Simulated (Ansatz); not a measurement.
An Ansatz (an electronic-structure program) input:

Ansatz 0.2 input:
```yaml
crystal:
  lattice:
    - [0.0, 2.5222551879, 2.5222551879]
    - [2.5222551879, 0.0, 2.5222551879]
    - [2.5222551879, 2.5222551879, 0.0]
  atoms:
    - { symbol: Hf, position: [0.0, 0.0, 0.0] }
    - { symbol: O, position: [0.75, 0.75, 0.75] }
    - { symbol: O, position: [0.25, 0.25, 0.25] }
kpoints:
  mp_grid: { grid: [8, 8, 8] }
  band_path:
    path:
      - [[0.0, 0.0, 0.0], [0.5, 0.0, 0.5], [0.625, 0.25, 0.625]]  # Γ-X-U
      - [[0.375, 0.375, 0.75], [0.0, 0.0, 0.0], [0.5, 0.5, 0.5], [0.5, 0.25, 0.75], [0.5, 0.0, 0.5]]  # K-Γ-L-W-X
      - [VBM, CBM]
    npoints: 12
basis: { ecutwfc: 600, xc_grid: 2 }
hamiltonian:
  xc: pbesol
  pseudopotentials: { azcp: { folder: ./paw }, kind: paw_fr }
magnetization: { noncollinear: true, spin_orbit: true }
scf:
  n_extra_bands: 12
  convergence: { dr2_threshold: 0.0000000001 }
  occupations: { method: gaussian, width: 0.01 }
checkpoint: { write: soc.run }
output: { eigenvalues: true }
```

**Question.** How many symmetry operations and irreducible k-points will the run report?

**Answer.** 48 operations, 29 of 512 k-points.

**Question.** With a cutoff of 600 eV, how many plane waves at Γ?

**Answer.** 1067.

It took around 22 core-seconds (rough) on shared server cores.

Space group Fm-3m (fluorite). This is a known high-temperature phase of the composition, computed here at zero pressure and temperature. Symmetry was held in the PBEsol relaxation; whether a distortion lowers the energy is not shown. No spin polarisation was allowed.

Potentials: the earlier of the program's two PAW sets.

Ansatz is a plane-wave DFT program.
